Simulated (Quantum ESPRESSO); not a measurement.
Different elements on one site among In Pd Ta W

These are calculations, not measurements. They come from Quantum ESPRESSO 7.5, a public plane-wave density functional program. Each row is one single-point run on a made-up periodic cell of eight metal atoms, with elements, volume, strain and displacements drawn at random and not relaxed, so a cell may be unstable or far from any real phase. There is no spin polarisation or spin-orbit coupling.

Settings: PBE unless stated; PseudoDojo standard norm-conserving files; Fermi-Dirac width 0.25 eV, which means electrons at about 2900 K; cutoff 1116 eV; 8 x 4 x 3 k mesh shifted half a step off Gamma. E is the free energy of the whole cell (internal energy minus TS), so a -TS column is already part of it. Stress is positive in tension, and the pressure P is minus a third of its trace.

Checks: one run of this series was repeated at a higher cutoff and on a denser mesh, which moved values by no more than 0.004 eV, 0.02 GPa and 0.004 eV/Å, and a second program with other atomic files agreed on it to 2 % rms in force and 0.5 GPa in pressure. Known limits: heavy elements are run without spin-orbit coupling, which real alloys of them have; a spin test at this wide smearing found no moment, but such smearing suppresses magnetism that the real alloy may have.

The lattice is face-centred cubic, and the cell vectors in Å are (-0.047, -2.049, -2.055); (-6.254, -2.126, -0.064); (-2.076, 4.035, -6.151), a volume of 138.85 Å³. The elements on sites 1 to 8 are W W In Pd X Ta In W. The runs change X and keep the cell and the displaced positions. The column v is a rough volume for each atom of the pure element, close to PBE values, from general knowledge and not from these runs. Energies are left out, as each element's file has its own zero.

| run | X | v (Å³) | -TS (eV) | force on X (eV/Å) | rms force (eV/Å) | P (GPa) |
|---|---|---|---|---|---|---|
| 1 | Zr | 23.4 | -1.416 | 2.035 | 0.985 | 11.36 |
| 2 | Hf | 22.5 | -1.383 | 2.057 | 0.960 | 10.67 |
| 3 | Ga | 19.0 | -1.330 | 0.885 | 0.665 | 3.05 |
| 4 | Ag | 17.8 | ? | ? | ? | ? |
| 5 | Ir | 14.5 | -1.382 | 0.546 | 0.701 | -0.86 |

## Worked fit

A straight line through the runs shown gives P = -22.6 + 1.442 v GPa with v in Å³, an error of 0.214 on the slope and a scatter of 1.49 GPa. At this fixed volume the pressure tends to rise with the size of X.

## Withheld run

Question: what pressure should run 4, with Ag, give?

The fit gives 3.07 ± 1.73 GPa. The calculation gave 4.29 GPa.
